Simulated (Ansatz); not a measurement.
LiH (rock salt)

```xyz
4
Lattice="0.0000 4.0054 4.0054 2.0027 2.0027 4.0054 2.0027 2.0027 0.0000" Properties=species:S:1:pos:R:3 pbc="T T T"
Li     0.0000     0.0000     0.0000
Li     2.0027     4.0054     2.0027
H      2.0027     2.0027     2.0027
H      2.0027     4.0054     4.0054
```

The atoms are displaced by Q × the pattern below (from a DFPT mode at X = (0.5, 0.5, 0.0), largest move 1; Q in Å), at fixed cell. It is one choice among 2 degenerate patterns. (q is in reciprocal vectors of the primitive cell; the cell shown is doubled to hold the pattern.)

```json
[
 {"atom": "Li1", "x": "0.000", "y": "0.024", "z": "0.000"},
 {"atom": "Li2", "x": "0.000", "y": "-0.024", "z": "0.000"},
 {"atom": "H3", "x": "0.000", "y": "1.000", "z": "0.000"},
 {"atom": "H4", "x": "0.000", "y": "-1.000", "z": "0.000"}
]
```

These are r2SCAN (plane waves to 500 eV, PAW, scalar-relativistic; Ansatz, a program for electronic structure) values and carry that method's errors. k mesh 14×14×14 (Γ-centred), Fermi-Dirac smearing 0.05 eV. The energy includes the smearing's −TS. LiH was relaxed with its symmetry unable to fall. The zero of ΔE is the undisplaced structure.

| Q (Å) | ΔE (meV/cell) |
|---|---|
| -0.100 | 27.0 |
| -0.067 | 11.9 |
| -0.033 | 3.0 |
| 0.000 | 0.0 |
| 0.033 | 3.0 |
| 0.067 | 11.9 |
| 0.100 | 27.0 |

Q: Which DFPT wavenumber at X = (0.5, 0.5, 0.0) belongs to this mode?
A. 1071 cm⁻¹
B. 846 cm⁻¹
C. 319 cm⁻¹

A: B, 846 cm⁻¹. The curvature of the scan gives 846 cm⁻¹

(A displaced cell: forces are minus the slopes of the energy, force constants its curvatures, and phonons follow from these.)
